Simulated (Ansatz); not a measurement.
**HfZn2I6 in Ansatz, settings compared**

Run with:

```bash
ansatz run input.yaml --threads 1 --pin off --max-ram 2560MiB --backend cpu --events-out ev --progress --plain --runs-dir out
```

Input:

```yaml
crystal:
  lattice:
    - [0.0, 5.421279, 5.421279]
    - [5.421279, 0.0, 5.421279]
    - [5.421279, 5.421279, 0.0]
  atoms:
    - { symbol: I, position: [0.7563, 0.2437, 0.2437] }
    - { symbol: I, position: [0.2437, 0.7563, 0.2437] }
    - { symbol: I, position: [0.2437, 0.7563, 0.7563] }
    - { symbol: I, position: [0.7563, 0.2437, 0.7563] }
    - { symbol: I, position: [0.2437, 0.2437, 0.7563] }
    - { symbol: I, position: [0.7563, 0.7563, 0.2437] }
    - { symbol: Hf, position: [0.0, 0.0, 0.0] }
    - { symbol: Zn, position: [0.25, 0.25, 0.25] }
    - { symbol: Zn, position: [0.75, 0.75, 0.75] }
  symmetry: { tolerance: 0.0003 }
kpoints:
  mp_grid: { grid: [3, 3, 3], shift: [0, 0, 0] }
magnetization:
  spin_polarized: false
scf:
  occupations: { method: gaussian, width: 0.1055 }
hamiltonian:
  pseudopotentials: { kind: paw }
  xc: pbesol
basis:
  ecutwfc: 420
output:
  forces: true
  stress: true
  eigenvalues: true
```

Origin of the cell: a known structure type with other elements, at an estimated volume, so it need not be a known compound.

Output of this run (shortened):

```
Pseudopotentials: kind: paw
Pseudopotential: I, paw, valence charge 17, recommended cutoff 420 eV (normal), I.paw.azcp
Pseudopotential: Hf, paw, valence charge 26, recommended cutoff 420 eV (normal), Hf.paw.azcp
Pseudopotential: Zn, paw, valence charge 12, recommended cutoff 420 eV (normal), Zn.paw.azcp
Functional definition: PBEsol
  exchange = pbesol_x
  correlation = pbesol_c
Crystal: 9 atoms, lattice volume = 318.666 Å³
Basis set: ecut = 420 eV, 6231 PW (Γ), exchange–correlation on 108×108×108 points (8 copies of the dense FFT grid, shifted against one another)
Bands: 92, of which v1, the nominal top of the filled ones, is band 76 counted from 1 (75 counted from 0)
Symmetry: 48 space group operations
Space group: Fm-3m (ITA 225), of the structure as read, at distance tolerance 2.0e-3 Å
k-points: 4 of 27
[… 8 lines left out …]
Initial density: superposition of atomic densities (neutral atoms: chi_scale 0, normalization atom), corrected by the library's trained network
Functional: x = pbesol(κ = 0.804, μ = 0.123457), c = pbesol(β = 0.046)
SCF iter   1: F=—  HF=-66754.299892 eV  Δρ=3.18e-3  dr2=6.58e-2  defer=14
SCF iter   2: F=—  HF=-66754.294738 eV  Δρ=1.96e-3  dr2=1.98e-2  defer=21
SCF iter   3: F=—  HF=-66754.291236 eV  Δρ=1.68e-3  dr2=7.19e-3  defer=6
SCF iter   4: F=—  HF=-66754.288698 eV  Δρ=5.08e-4  dr2=3.00e-3  defer=4
SCF iter   5: F=—  HF=-66754.288157 eV  Δρ=2.92e-4  dr2=1.10e-3  defer=4
SCF iter   6: F=—  HF=-66754.287966 eV  Δρ=1.93e-4  dr2=3.39e-4  defer=4
SCF iter   7: F=—  HF=-66754.287867 eV  Δρ=7.08e-5  dr2=3.93e-5  defer=4
SCF iter   8: F=—  HF=-66754.287838 eV  Δρ=3.12e-5  dr2=6.28e-6  defer=4
SCF iter   9: F=—  HF=-66754.287835 eV  Δρ=1.23e-5  dr2=6.89e-7  defer=4
SCF iter  10: F=-66754.287835 eV  HF=-66754.287835 eV  Δρ=1.95e-6  dr2=6.73e-9
SCF 1 converged in 10 iterations: F = -66754.287835 eV  dr2 = 6.73e-9
SCF converged after 10 iterations
Free energy (F): -66754.287835 eV
Harris-Foulkes:  -66754.287835 eV  (|F-HF|=3.81e-9)
Internal energy: -66754.235306 eV  (E = F + TS)
E sigma→0 (E₀):  -66754.261570 eV
Entropy (-TS):   -0.052529 eV (-5.837 meV/atom)
Fermi energy:    6.021048 eV
--- Per-component energies (eV) ---
  E_band       = -2538.966818
  E_kinetic    = 1825.343319
  E_local      = -25097.139271  (includes V_loc(G=0)·N_el)
  E_nonlocal   = -536.796680
  E_hartree    = 12142.248878
  E_xc         = -1328.019183
  E_vxc        = -1135.684117  (∫ρ·V_xc dr)
  E_paw        = -38810.854201  (= ΣΔE_a)
  E_vpaw       = -1879.189882  (= ΣTr[D̂ρ^β])
  E_aug_tail   = -0.000562  (compensation charges beyond the density's cutoff)
  E_ewald      = -14954.336260
  E_core_change = 5.318654  (= ΣΔE_core)
  E_smearing   = -0.052529  (= −TS)
  Σ components = -66754.287835   (vs F -66754.287835, Δ=0.00e0)
--- Forces (eV/Å), atoms counted from 1 ---
  atom   1  I      1.904660    -0.000000     0.000000
  atom   2  I      0.000000     1.904660    -0.000000
[… 2 lines left out …]
  atom   5  I      0.000000     0.000000     1.904660
  atom   6  I      0.000000     0.000000    -1.904660
  atom   7  Hf     0.000000     0.000000    -0.000000
  atom   8  Zn     0.000000     0.000000     0.000000
  atom   9  Zn     0.000000     0.000000     0.000000
  max |Σ_I F_I| component: 6.58e-16 eV/Å
--- Stress (GPa, compression-positive) ---
        4.285661       0.000000       0.000000
        0.000000       4.285661       0.000000
        0.000000       0.000000       4.285661
  P = ⅓ Tr σ = 4.2857 GPa (42.857 kbar)
```

The same input was run again with these changes:

1. `scf.convergence.dr2_threshold` default → 1.0e-08; `scf.occupations.method` gaussian → cold; `scf.occupations.width` 0.1055 → 0.1; `kpoints.mp_grid.grid` [3, 3, 3] → [4, 4, 4]
2. `scf.convergence.dr2_threshold` default → 1.0e-05; `basis.ecutrho_ratio` default → 8; `hamiltonian.hubbard` default → { sites: [{ species: Hf, l: d, u_eff: 6.0 }], double_counting: fll }
3. `basis.ecutwfc` 420 → "36.7 Ry"
4. `scf.occupations.method` gaussian → methfessel_paxton; `scf.occupations.width` 0.1055 → 0.05

```csv
run,end,SCF iterations,P (GPa),max force component (eV/Å),gap on mesh (eV),moment (μB),ΔE(σ→0) (meV/atom)
base,converged,10,4.29,1.905,none,–,0
1,converged,10,4.17,1.898,none,–,-4.75
2,converged,12,5.78,2.429,none,–,–
3,converged,10,4.28,1.905,none,–,-1.19
4,converged,9,4.25,1.886,none,–,-0.40
```

Energies are compared only where functional, datasets, charge and starting cell are the same.

Not properties of the system: run 2 (too coarse or loose: `scf.convergence.dr2_threshold` = 1.0e-05).

Caveats of the base run: no moments, though an odd count or open d shells may carry them; no spin-orbit coupling, though heavy elements are present; the k mesh is coarse if the cell is a metal.

Run 2: the SCF threshold is loose for forces.

The base run ran for 10 s on 1 thread of Intel(R) Xeon(R) Platinum 8259CL CPU @ 2.50GHz (Skylake/Cascade Lake), on a shared host, peak memory 0.7 GiB, from the program's own first density.
